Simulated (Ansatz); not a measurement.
An Ansatz (a first-principles code) run. Input:

Ansatz 0.2 input:
```yaml
crystal:
  lattice:
    - [1.6324160076, -2.3016851133, 0.0]
    - [1.6324160076, 2.3016851133, 0.0]
    - [0.0, 0.0, 4.657923324]
  atoms:
    - { symbol: Ti, position: [0.5, 0.5, 0.5] }
    - { symbol: Nb, position: [0.0, 0.0, 0.0] }
kpoints:
  mp_grid: { grid: [11, 11, 7] }
  band_path:
    path:
      - [[0.0, 0.0, 0.0], [-0.5, 0.5, 0.0], [-0.3757505464, 0.6242494536, 0.0]]  # Γ-Y-C_0
      - [[0.3757505464, 0.3757505464, 0.0], [0.0, 0.0, 0.0], [0.0, 0.0, 0.5], [0.3757505464, 0.3757505464, 0.5]]  # Σ_0-Γ-Z-A_0
      - [[-0.3757505464, 0.6242494536, 0.5], [-0.5, 0.5, 0.5], [-0.5, 0.5, 0.0]]  # E_0-T-Y
      - [[0.0, 0.0, 0.0], [0.0, 0.5, 0.0], [0.0, 0.5, 0.5], [0.0, 0.0, 0.5], [-0.5, 0.5, 0.5]]  # Γ-S-R-Z-T
    npoints: 6
hamiltonian:
  xc: r2scan
  pseudopotentials: { kind: paw }
magnetization: { noncollinear: true, spin_orbit: true }
scf:
  n_extra_bands: 13
  convergence: { dr2_threshold: 0.0000000001 }
  occupations: { method: gaussian, width: 0.05 }
output: { eigenvalues: true }
```

Output (shortened):

```
Pseudopotentials: kind: paw_fr
Pseudopotential: Ti, paw_fr, valence charge 12
Pseudopotential: Nb, paw_fr, valence charge 13
Functional definition: r2SCAN
non-collinear run that drives no moment, with spin-orbit …
Crystal: 2 atoms, lattice volume = 35.003 Å³
Basis set: ecut = 500 eV, 865 PW (Γ), exchange–correlation on 96×96×144 points (64 copies of the dense FFT grid, shifted against one another)
Bands: 38, of which v1, the nominal top of the filled ones, is band 25 counted from 1 (24 counted from 0)
Symmetry: 8 space group operations + 8 with time reversal
k-points: 144 of 847
Projection manifold: j_resolved (fully-relativistic pseudo-atomic orbitals)
PAW frozen core: Ti, regenerated for the run's functional
PAW frozen core: Nb, regenerated for the run's functional
Initial density: superposition of atomic densities (chi_scale 0.1, normalization cell, long waves kept (reshape's long-wave potential 0.00 eV rms))
Initial wavefunctions: pseudopotential atomic-orbital guess
Eigensolver: davidson
Functional: x = r2scan, c = r2scan; τ floored in thin density (d = 2e-4 eV/Å³)
SCF iter   1: F=—  HF=-7062.880177 eV  |F-HF|=—  |Δ(HF+E_count)|=         —  Δρ=9.42e-2  dr2=8.70e0  dr2_τ=5.51e-2  dr2_m=0.00e0 (ungated)  ethr=3.10e-3  |M|=0.00e0 ∫|m|=0.00e0 μB  |m|>n=0.0e0 m-floor=0.0e0 τ_xc=0.0e0  β_m=0.30  ⟨swp⟩=5.6  Hψ=13123  notcnv=0  defer=80
all-band conjugate gradients solve this SCF's bands
preconditioner: auto → none
SCF iter   2: F=—  HF=-7062.026033 eV  |F-HF|=—  |Δ(HF+E_count)|=   8.54e-1  Δρ=5.50e-2  dr2=1.23e0  dr2_τ=3.71e-2  dr2_m=0.00e0 (ungated)  ethr=3.10e-3  |M|=0.00e0 ∫|m|=0.00e0 μB  |m|>n=0.0e0 m-floor=0.0e0 τ_xc=0.0e0  β_m=0.36  ⟨swp⟩=2.4  Hψ=4559  notcnv=0  defer=892
SCF iter   3: F=—  HF=-7061.896113 eV  |F-HF|=—  |Δ(HF+E_count)|=   1.30e-1  Δρ=4.44e-2  dr2=2.07e0  dr2_τ=1.37e-2  dr2_m=0.00e0 (ungated)  ethr=3.10e-3  |M|=0.00e0 ∫|m|=0.00e0 μB  |m|>n=0.0e0 m-floor=0.0e0 τ_xc=0.0e0  β_m=0.33  ⟨swp⟩=2.6  Hψ=4490  notcnv=0  defer=892
SCF iter   4: F=—  HF=-7061.746072 eV  |F-HF|=—  |Δ(HF+E_count)|=   1.50e-1  Δρ=1.11e-2  dr2=3.02e-2  dr2_τ=8.49e-4  dr2_m=0.00e0 (ungated)  ethr=3.10e-3  |M|=0.00e0 ∫|m|=0.00e0 μB  |m|>n=0.0e0 m-floor=0.0e0 τ_xc=0.0e0  β_m=0.55  ⟨swp⟩=2.2  Hψ=3624  notcnv=0  defer=898
SCF iter   5: F=—  HF=-7061.758482 eV  |F-HF|=—  |Δ(HF+E_count)|=   1.24e-2  Δρ=4.36e-3  dr2=1.66e-2  dr2_τ=1.47e-4  dr2_m=0.00e0 (ungated)  ethr=1.21e-4  |M|=0.00e0 ∫|m|=0.00e0 μB  |m|>n=0.0e0 m-floor=0.0e0 τ_xc=0.0e0  β_m=0.45  ⟨swp⟩=2.1  Hψ=4370  notcnv=0  defer=886
SCF iter   6: F=—  HF=-7061.756417 eV  |F-HF|=—  |Δ(HF+E_count)|=   2.07e-3  Δρ=2.22e-3  dr2=1.76e-3  dr2_τ=1.56e-5  dr2_m=0.00e0 (ungated)  ethr=6.62e-5  |M|=0.00e0 ∫|m|=0.00e0 μB  |m|>n=0.0e0 m-floor=0.0e0 τ_xc=0.0e0  β_m=0.71  ⟨swp⟩=1.3  Hψ=2356  notcnv=0  defer=886
SCF iter   7: F=—  HF=-7061.756118 eV  |F-HF|=—  |Δ(HF+E_count)|=   2.99e-4  Δρ=3.42e-4  dr2=2.98e-5  dr2_τ=3.87e-7  dr2_m=0.00e0 (ungated)  ethr=7.03e-6  |M|=0.00e0 ∫|m|=0.00e0 μB  |m|>n=0.0e0 m-floor=0.0e0 τ_xc=0.0e0  β_m=0.77  ⟨swp⟩=2.8  Hψ=4218  notcnv=0  defer=886
SCF iter   8: F=—  HF=-7061.756128 eV  |F-HF|=—  |Δ(HF+E_count)|=   1.02e-5  Δρ=6.75e-5  dr2=7.71e-7  dr2_τ=3.10e-8  dr2_m=0.00e0 (ungated)  ethr=1.19e-7  |M|=0.00e0 ∫|m|=0.00e0 μB  |m|>n=0.0e0 m-floor=0.0e0 τ_xc=0.0e0  β_m=0.78  ⟨swp⟩=2.0  Hψ=3377  notcnv=0  defer=886
SCF iter  11: F=-7061.756130 eV  HF=-7061.756130 eV  |F-HF|=2.64e-11  |Δ(HF+E_count)|=  1.52e-10  Δρ=5.46e-7  dr2=6.86e-11  dr2_τ=1.29e-12  dr2_m=0.00e0 (ungated)  ethr=1.00e-12  |M|=0.00e0 ∫|m|=0.00e0 μB  |m|>n=0.0e0 m-floor=0.0e0 τ_xc=0.0e0  ⟨swp⟩=6.6  Hψ=11581  notcnv=0
SCF 1 converged in 11 iterations: F = -7061.756130 eV  dr2 = 6.86e-11
NSCF: frozen V_eff on 70 k-points
SCF converged after 11 iterations
Magnetization: |M| = 0.0000 μB,  M = (+0.0000, +0.0000, +0.0000) μB
Absolute magnetization: 0.0000 μB (∫|m|)
  site 0: m = (+0.0000, +0.0000, +0.0000) μB, |m| = 0.0000 μB  (R = 1.16 Å)
  site 1: m = (+0.0000, +0.0000, +0.0000) μB, |m| = 0.0000 μB  (R = 1.16 Å)
Free energy (F): -7061.756130 eV
Harris-Foulkes:  -7061.756130 eV  (|F-HF|=2.64e-11)
Internal energy: -7061.751732 eV  (E = F + TS)
E sigma→0 (E₀):  -7061.753931 eV
Entropy (-TS):   -0.004398 eV (-2.199 meV/atom)
Fermi energy:    15.670580 eV
--- Per-component energies (eV) ---
  E_band       = -245.207598
  E_kinetic    = 667.079324
  E_local      = -1489.411632  (includes V_loc(G=0)·N_el)
  E_nonlocal   = 127.025510
  E_hartree    = 542.161349
  E_xc         = -262.605522
  E_vxc        = -369.721273  (∫ρ·V_xc dr)
  E_paw        = -4140.868614  (= ΣΔE_a)
  E_vpaw       = -288.624431  (= ΣTr[D̂ρ^β])
  E_aug_tail   = 0.000098  (compensation charges beyond the density's cutoff)
  E_vtau       = 24.122375  (kinetic-family band-sum trace: ∫τ·v_τ [+ j·A + Jᵃ·Aᵃ] dr)
  E_ewald      = -2504.686410
  E_core_change = -0.445835  (= ΣΔE_core)
  E_smearing   = -0.004398  (= −TS)
  E_closure    = 0.000000  (closes the sum)
  Σ components = -7061.756130   (vs F -7061.756130, Δ=0.00e0)
  [band-id]    e_kinetic+e_local+e_nonlocal+2·e_hartree+e_vxc+e_vpaw+e_augmentation_tail+e_vtau = -245.207331   (vs E_band -245.207598, Δ=2.66e-4)
--- Band table (eV; the first three rows and the last of 144) ---
  k-point 0: bands = ["-43.2135", "-43.2135", "-40.3035", "-40.3035", "-18.7454", "-18.7454", "-18.1278", "-18.1278", "-17.9215", "-17.9215", "-16.7033", "-16.7033", "-14.7641", "-14.7641", "-14.3250", "-14.3250", "9.3300", "9.3300", "12.3111", "12.3111", "14.4606", "14.4606", "16.4925", "16.4925", "16.5189", "16.5189", "16.6052", "16.6052", "17.2009", "17.2009", "18.5659", "18.5659", "18.6630", "18.6630", "19.3091", "19.3091", "19.8939", "19.8939"]
  k-point 1: bands = ["-43.2131", "-43.2131", "-40.3043", "-40.3043", "-18.7357", "-18.7357", "-18.1202", "-18.1202", "-17.9207", "-17.9207", "-16.7170", "-16.7170", "-14.7746", "-14.7746", "-14.3257", "-14.3257", "9.5305", "9.5305", "12.3167", "12.3167", "14.5192", "14.5192", "16.4123", "16.4123", "16.4415", "16.4415", "16.7595", "16.7595", "16.8131", "16.8131", "18.5047", "18.5047", "18.6568", "18.6568", "19.2326", "19.2326", "19.8500", "19.8500"]
  k-point 2: bands = ["-43.2120", "-43.2120", "-40.3060", "-40.3060", "-18.7139", "-18.7139", "-18.1018", "-18.1018", "-17.9186", "-17.9186", "-16.7490", "-16.7490", "-14.7979", "-14.7979", "-14.3274", "-14.3274", "10.0963", "10.0963", "12.2224", "12.2224", "14.6742", "14.6742", "15.8803", "15.8803", "16.1948", "16.1948", "16.4314", "16.4314", "17.2284", "17.2284", "18.3429", "18.3429", "18.6438", "18.6438", "19.0585", "19.0585", "19.7491", "19.7491"]
  k-point 143: bands = ["-43.0960", "-43.0960", "-40.0459", "-40.0459", "-18.9345", "-18.9345", "-18.3333", "-18.3333", "-18.1285", "-18.1285", "-17.2504", "-17.2504", "-15.3577", "-15.3577", "-14.9213", "-14.9213", "12.6097", "12.6097", "13.3537", "13.3537", "13.9925", "13.9925", "14.8914", "14.8914", "16.2493", "16.2493", "17.3967", "17.3967", "17.5495", "17.5495", "17.9851", "17.9851", "19.8426", "19.8426", "21.9283", "21.9283", "22.1340", "22.1340"]
  band table: 38 of 38 bands, residual norms ≤ 1.0e-3 eV
```

Cost: very roughly 100 core-seconds on shared cores.

Space group Cmmm. The workflow started from a Materials Project entry (that database holds measured and hypothetical structures alike); the Crystallography Open Database copy checked does not list it. With Ti and Nb taken as one species the cell has the higher symmetry Im-3m, so it may be an ordered model of a mixed-site phase. Whether it is the stable phase at ambient conditions was not checked. The r²SCAN relaxation kept the symmetry of its start; whether a distortion lowers the energy is not shown. The run is not spin-polarised. Axis ratios of metals converge slowly with the k-mesh, so a and c are less sure than the volume.

Potentials: the later of the program's two PAW sets.

Ansatz is a plane-wave DFT program.
